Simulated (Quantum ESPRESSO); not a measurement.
## Li3Ta3SnMo (one run as intended and one with a planted mistake)

Computed values, not a measurement. The program is pw.x of Quantum ESPRESSO 7.5 (plane-wave density functional theory). The cell is made up: eight metal atoms on a face-centred cubic lattice, with elements, volume, strain and displacements drawn at random and not relaxed, so it may be unstable or far from any real phase. PseudoDojo standard norm-conserving files set the functional (PBE unless stated); there is no spin polarisation or spin-orbit coupling, the Fermi-Dirac width of 0.25 eV means electrons at about 2900 K, and the masses in the input are unused placeholders. The tin pseudopotential is less sure than most, with forces differing by about three percent from a second method on plain tin. Heavy elements are run without spin-orbit coupling, which real alloys of them have. A spin test at this wide smearing found no moment, but such smearing suppresses magnetism that the real alloy may have.

Intended input:

```
&control calculation='scf', pseudo_dir='./dojo.nc.sr.pbe.v0_5.standard.upf', outdir='./o', disk_io='medium', tprnfor=.true., tstress=.true. /
&system ibrav=0, nat=8, ntyp=4, nbnd=51, ecutwfc=79.96652505, nosym=.true., tot_charge=0,
 occupations='smearing', smearing='fd', degauss=0.0183746611
/
&electrons conv_thr=1.470e-08, electron_maxstep=70, mixing_beta=0.5 /
ATOMIC_SPECIES
Li 1.0 Li.upf
Mo 1.0 Mo.upf
Sn 1.0 Sn.upf
Ta 1.0 Ta.upf
CELL_PARAMETERS angstrom
-2.1164 -4.2327 -2.1164
-4.2327 2.1164 2.1164
0.0 4.2327 -4.2327
ATOMIC_POSITIONS angstrom
Li -0.0802 -0.0975 0.0236
Ta 0.0453 2.1468 -2.2014
Li -2.3017 2.0961 -0.1034
Sn -1.9896 4.2317 -2.1025
Ta -2.0746 0.1173 -2.1768
Mo -2.0599 2.1105 -4.2502
Li -4.2324 0.1114 -0.051
Ta -4.2803 2.1761 -2.1419
K_POINTS automatic
5 5 4 1 1 1
```

The log is shortened where brackets say so; the opening notice, blank lines, dates and the lines on written files are dropped, and the path of the files is cut. It prints rydbergs, bohrs and kilobars, and counts compression as positive stress. Its total energy is the free energy E - TS of the whole cell.

Log of the intended run:

```
     Program PWSCF v.7.5
     Parallel version (MPI & OpenMP), running on       1 processor cores
     Number of MPI processes:                 1
     Threads/MPI process:                     1
     [start-up lines left out]
     bravais-lattice index     =            0
     lattice parameter (alat)  =       9.7964  a.u.
     unit-cell volume          =    1023.4974 (a.u.)^3
     number of atoms/cell      =            8
     number of atomic types    =            4
     number of electrons       =        76.00
     number of Kohn-Sham states=           51
     kinetic-energy cutoff     =      79.9665  Ry
     charge density cutoff     =     319.8661  Ry
     scf convergence threshold =      1.5E-08
     mixing beta               =       0.5000
     number of iterations used =            8  plain     mixing
     Exchange-correlation= PBE
                           (   1   4   3   4   0   0   0)
     [axes and pseudopotential details left out]
   Cartesian axes
     site n.     atom                  positions (alat units)
         1        Li     tau(   1) = (  -0.0154706  -0.0188078   0.0045525  )
         2        Ta     tau(   2) = (   0.0087384   0.4141189  -0.4246513  )
         3        Li     tau(   3) = (  -0.4439992   0.4043388  -0.0199459  )
         4        Sn     tau(   4) = (  -0.3837949   0.8162973  -0.4055734  )
         5        Ta     tau(   5) = (  -0.4001915   0.0226272  -0.4199059  )
         6        Mo     tau(   6) = (  -0.3973558   0.4071166  -0.8198659  )
         7        Li     tau(   7) = (  -0.8164323   0.0214891  -0.0098379  )
         8        Ta     tau(   8) = (  -0.8256722   0.4197709  -0.4131737  )
     number of k points=    50  Fermi-Dirac smearing, width (Ry)=  0.0184
                       cart. coord. in units 2pi/alat
        k(    1) = (  -0.1722302   0.0267936  -0.1263008), wk =   0.0400000
        k(    2) = (  -0.2105031   0.1416159  -0.3176671), wk =   0.0400000
     [further k points left out]
     Dense  grid:    98841 G-vectors     FFT dimensions: (  60,  60,  72)
     Estimated max dynamical RAM per process >     159.83 MB
     Initial potential from superposition of free atoms
     starting charge      75.9806, renormalised to      76.0000
     Starting wfcs are   55 randomized atomic wfcs
     total cpu time spent up to now is       20.2 secs
     per-process dynamical memory:   118.1 Mb
     Self-consistent Calculation
     iteration #  1     ecut=    79.97 Ry     beta= 0.50
     Davidson diagonalization with overlap
     ethr =  1.00E-02,  avg # of iterations =  4.2
     total cpu time spent up to now is       74.1 secs
     total energy              =    -731.18830739 Ry
     estimated scf accuracy    <       1.19308583 Ry
     iteration #  2     ecut=    79.97 Ry     beta= 0.50
     Davidson diagonalization with overlap
     ethr =  1.57E-03,  avg # of iterations =  3.3
     total cpu time spent up to now is      135.7 secs
     total energy              =    -730.84800072 Ry
     estimated scf accuracy    <      14.22458711 Ry
     [iterations 3 to 11 left out]
     iteration # 12     ecut=    79.97 Ry     beta= 0.50
     Davidson diagonalization with overlap
     ethr =  6.52E-10,  avg # of iterations =  2.5
     total cpu time spent up to now is      656.4 secs
     total energy              =    -731.83123466 Ry
     estimated scf accuracy    <       0.00000002 Ry
     iteration # 13     ecut=    79.97 Ry     beta= 0.50
     Davidson diagonalization with overlap
     ethr =  2.36E-11,  avg # of iterations =  4.6
     total cpu time spent up to now is      710.5 secs
     End of self-consistent calculation
     [lines on levels left out]
!    total energy              =    -731.83123467 Ry
     estimated scf accuracy    <          2.6E-09 Ry
     smearing contrib. (-TS)   =      -0.10893614 Ry
     internal energy E=F+TS    =    -731.72229853 Ry
     The total energy is F=E-TS. E is the sum of the following terms:
     one-electron contribution =    -274.94744567 Ry
     hartree contribution      =     158.55655811 Ry
     xc contribution           =    -163.16490694 Ry
     ewald contribution        =    -452.16650402 Ry
     convergence has been achieved in  13 iterations
     Forces acting on atoms (cartesian axes, Ry/au):
     atom    1 type  1   force =     0.00733327    0.01604015   -0.01147278
     atom    2 type  4   force =    -0.02987701    0.01076176    0.00339926
     atom    3 type  1   force =     0.02259433    0.00044088    0.02033771
     atom    4 type  3   force =    -0.02924293   -0.00107123   -0.02324517
     atom    5 type  4   force =     0.01956713   -0.02428389   -0.01650203
     atom    6 type  2   force =     0.00738721   -0.01214274    0.03418754
     atom    7 type  1   force =     0.00227959   -0.00726640    0.00806833
     atom    8 type  4   force =    -0.00004159    0.01752147   -0.01477287
     Total force =     0.083951     Total SCF correction =     0.000172
     Computing stress (Cartesian axis) and pressure
          total   stress  (Ry/bohr**3)                   (kbar)     P=      -65.18
  -0.00036897  -0.00003519   0.00008020          -54.28       -5.18       11.80
  -0.00003519  -0.00049526  -0.00002575           -5.18      -72.85       -3.79
   0.00008020  -0.00002575  -0.00046498           11.80       -3.79      -68.40
     init_run     :     18.59s CPU     20.05s WALL (       1 calls)
     electrons    :    663.38s CPU    690.31s WALL (       1 calls)
     forces       :      8.51s CPU      8.58s WALL (       1 calls)
     stress       :     31.82s CPU     32.03s WALL (       1 calls)
     [timing details left out]
     PWSCF        :  12m 2.57s CPU  12m31.46s WALL
     JOB DONE.
```

A second run has one planted mistake: one coordinate of one atom is wrong. The input lines that differ:

```
- Li -0.0802 -0.0975 0.0236
+ Li -0.0802 -0.0975 -0.0664
```

Its log:

```
     Program PWSCF v.7.5
     Parallel version (MPI & OpenMP), running on       1 processor cores
     Number of MPI processes:                 1
     Threads/MPI process:                     1
     [start-up lines left out]
     bravais-lattice index     =            0
     lattice parameter (alat)  =       9.7964  a.u.
     unit-cell volume          =    1023.4974 (a.u.)^3
     number of atoms/cell      =            8
     number of atomic types    =            4
     number of electrons       =        76.00
     number of Kohn-Sham states=           51
     kinetic-energy cutoff     =      79.9665  Ry
     charge density cutoff     =     319.8661  Ry
     scf convergence threshold =      1.5E-08
     mixing beta               =       0.5000
     number of iterations used =            8  plain     mixing
     Exchange-correlation= PBE
                           (   1   4   3   4   0   0   0)
     [axes and pseudopotential details left out]
   Cartesian axes
     site n.     atom                  positions (alat units)
         1        Li     tau(   1) = (  -0.0154706  -0.0188078  -0.0128086  )
         2        Ta     tau(   2) = (   0.0087384   0.4141189  -0.4246513  )
         3        Li     tau(   3) = (  -0.4439992   0.4043388  -0.0199459  )
         4        Sn     tau(   4) = (  -0.3837949   0.8162973  -0.4055734  )
         5        Ta     tau(   5) = (  -0.4001915   0.0226272  -0.4199059  )
         6        Mo     tau(   6) = (  -0.3973558   0.4071166  -0.8198659  )
         7        Li     tau(   7) = (  -0.8164323   0.0214891  -0.0098379  )
         8        Ta     tau(   8) = (  -0.8256722   0.4197709  -0.4131737  )
     number of k points=    50  Fermi-Dirac smearing, width (Ry)=  0.0184
                       cart. coord. in units 2pi/alat
        k(    1) = (  -0.1722302   0.0267936  -0.1263008), wk =   0.0400000
        k(    2) = (  -0.2105031   0.1416159  -0.3176671), wk =   0.0400000
     [further k points left out]
     Dense  grid:    98841 G-vectors     FFT dimensions: (  60,  60,  72)
     Estimated max dynamical RAM per process >     159.83 MB
     Initial potential from superposition of free atoms
     starting charge      75.9806, renormalised to      76.0000
     Starting wfcs are   55 randomized atomic wfcs
     total cpu time spent up to now is       20.9 secs
     per-process dynamical memory:   118.1 Mb
     Self-consistent Calculation
     iteration #  1     ecut=    79.97 Ry     beta= 0.50
     Davidson diagonalization with overlap
     ethr =  1.00E-02,  avg # of iterations =  4.2
     total cpu time spent up to now is       77.7 secs
     total energy              =    -731.17126007 Ry
     estimated scf accuracy    <       1.22158655 Ry
     iteration #  2     ecut=    79.97 Ry     beta= 0.50
     Davidson diagonalization with overlap
     ethr =  1.61E-03,  avg # of iterations =  3.2
     total cpu time spent up to now is      137.4 secs
     total energy              =    -730.83533686 Ry
     estimated scf accuracy    <      14.47895093 Ry
     [iterations 3 to 11 left out]
     iteration # 12     ecut=    79.97 Ry     beta= 0.50
     Davidson diagonalization with overlap
     ethr =  3.75E-10,  avg # of iterations =  4.0
     total cpu time spent up to now is      625.4 secs
     total energy              =    -731.83219181 Ry
     estimated scf accuracy    <       0.00000002 Ry
     iteration # 13     ecut=    79.97 Ry     beta= 0.50
     Davidson diagonalization with overlap
     ethr =  2.78E-11,  avg # of iterations =  2.7
     total cpu time spent up to now is      680.3 secs
     End of self-consistent calculation
     [lines on levels left out]
!    total energy              =    -731.83219181 Ry
     estimated scf accuracy    <          4.9E-09 Ry
     smearing contrib. (-TS)   =      -0.10880441 Ry
     internal energy E=F+TS    =    -731.72338740 Ry
     The total energy is F=E-TS. E is the sum of the following terms:
     one-electron contribution =    -274.23634721 Ry
     hartree contribution      =     158.20362032 Ry
     xc contribution           =    -163.16083659 Ry
     ewald contribution        =    -452.52982393 Ry
     convergence has been achieved in  13 iterations
     Forces acting on atoms (cartesian axes, Ry/au):
     atom    1 type  1   force =     0.00911523    0.01408678    0.00015076
     atom    2 type  4   force =    -0.03081303    0.01468225   -0.00069352
     atom    3 type  1   force =     0.02340156    0.00053478    0.01950109
     atom    4 type  3   force =    -0.02709915   -0.00150658   -0.02518216
     atom    5 type  4   force =     0.01739336   -0.02411724   -0.01822189
     atom    6 type  2   force =     0.00704743   -0.01328914    0.03293305
     atom    7 type  1   force =     0.00220003   -0.00818742    0.00702665
     atom    8 type  4   force =    -0.00124544    0.01779656   -0.01551398
     Total force =     0.083386     Total SCF correction =     0.000221
     Computing stress (Cartesian axis) and pressure
          total   stress  (Ry/bohr**3)                   (kbar)     P=      -66.02
  -0.00036992  -0.00003304   0.00008222          -54.42       -4.86       12.09
  -0.00003304  -0.00050187  -0.00002324           -4.86      -73.83       -3.42
   0.00008222  -0.00002324  -0.00047456           12.09       -3.42      -69.81
     init_run     :     20.30s CPU     20.64s WALL (       1 calls)
     electrons    :    627.41s CPU    659.39s WALL (       1 calls)
     forces       :      9.32s CPU      9.44s WALL (       1 calls)
     stress       :     36.65s CPU     36.85s WALL (       1 calls)
     [timing details left out]
     PWSCF        :  11m34.10s CPU  12m 7.04s WALL
     JOB DONE.
```

|  | intended run | run with the mistake |
| --- | --- | --- |
| free energy (eV) | -9957.071 | -9957.084 |
| entropy term -TS, part of it (eV) | -1.482 | -1.480 |
| pressure (GPa) | -6.52 | -6.60 |
| size of the largest force component (eV/Å) | 0.879 | 0.847 |
| largest change of a force component (eV/Å) |  | 0.299 |
| iterations | 13 | 13 |

For scale, a rerun of the intended cell at a higher cutoff and on a denser mesh moved values by no more than 0.005 eV in energy, 0.05 GPa in stress and 0.007 eV/Å in force, and a second program with other atomic files agreed on that cell to 2 % rms in force and 0.5 GPa in pressure.